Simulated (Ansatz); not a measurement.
The relaxed structure here is a generated cell of Cu: the first start was made by placing the elements on the sites of a structure type, and the end was not matched to a known phase here, so it may be hypothetical. Known forms of Cu include space group No. 225.

One stationary structure of Cu. Space group Im-3m (No. 229), bcc (W type). Method: PBEsol (plane waves to 420 eV, PAW, scalar-relativistic; Ansatz, a first-principles code).

```cif
data_Cu2
_chemical_formula_sum 'Cu2'
_space_group_name_H-M_alt 'Im-3m'
_space_group_IT_number 229
_space_group_name_Hall '-I 4 2 3'
_cell_length_a 2.83231
_cell_length_b 2.83231
_cell_length_c 2.83231
_cell_angle_alpha 90.000
_cell_angle_beta 90.000
_cell_angle_gamma 90.000
loop_
_atom_site_label
_atom_site_type_symbol
_atom_site_symmetry_multiplicity
_atom_site_Wyckoff_symbol
_atom_site_fract_x
_atom_site_fract_y
_atom_site_fract_z
_atom_site_occupancy
Cu1 Cu 2 a 0.00000 0.00000 0.00000 1
```
(The calculation used a cell of 1 atom; values per cell refer to that cell.)

| Property | Value |
|---|---|
| Volume per atom | 11.36 Å³ |
| Band gap | no gap (metallic) |
| Shortest distances | Cu–Cu 2.45 Å |
| k-mesh | 23×23×23 |

No spin polarisation in the result.

The run could not lose the symmetry of its start: the end is stationary, and may be a saddle point rather than a minimum.

It was reached from a disturbed copy of a P6/mmm (No. 191) cell, against which it lies -0.05 eV/atom.
